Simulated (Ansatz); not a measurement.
Input and command of a plane-wave DFT calculation in Ansatz:

```yaml
crystal:
  lattice:
    - [-1.44279332, -1.44279332, -1.37608145]
    - [-1.44279332, -1.44279332, 1.37608145]
    - [-9.7174200918, 9.7174200918, 0.0]
  atoms:
    - { symbol: Cu, position: [0.5, 0.5, 0.0742226202] }
    - { symbol: Cu, position: [0.0, 0.0, 0.816597297] }
    - { symbol: Cu, position: [0.5, 0.5, 0.3711724909] }
    - { symbol: Cu, position: [0.0, 0.0, 0.2226975555] }
    - { symbol: Cu, position: [0.5, 0.5, 0.6681223616] }
    - { symbol: Cu, position: [0.0, 0.0, 0.5196474263] }
basis:
  ecutwfc: 500
kpoints:
  mp_grid: { grid: [20, 20, 4] }
hamiltonian:
  xc: r2scan
scf:
  occupations: { method: gaussian, width: 0.15 }
output:
  forces: true
  stress: true
  eigenvalues: true
```

```bash
ansatz run input.yaml --threads 2 --pin off --max-ram 5120MiB --backend cpu --events-out ev --progress --plain --runs-dir out
```

Processor: Intel(R) Xeon(R) Platinum 8259CL CPU @ 2.50GHz (Skylake/Cascade Lake), 2 threads, on a host shared with other jobs.

Problem. How long does it run, and how much memory does it take?

Solution. About 120 s on 2 threads of Intel(R) Xeon(R) Platinum 8259CL CPU @ 2.50GHz (Skylake/Cascade Lake) (shared host), peak memory 1.7 GiB. It solves 69 bands at 333 k points (the mesh reduced by symmetry) with about 1957 plane waves, in 10 SCF iterations.
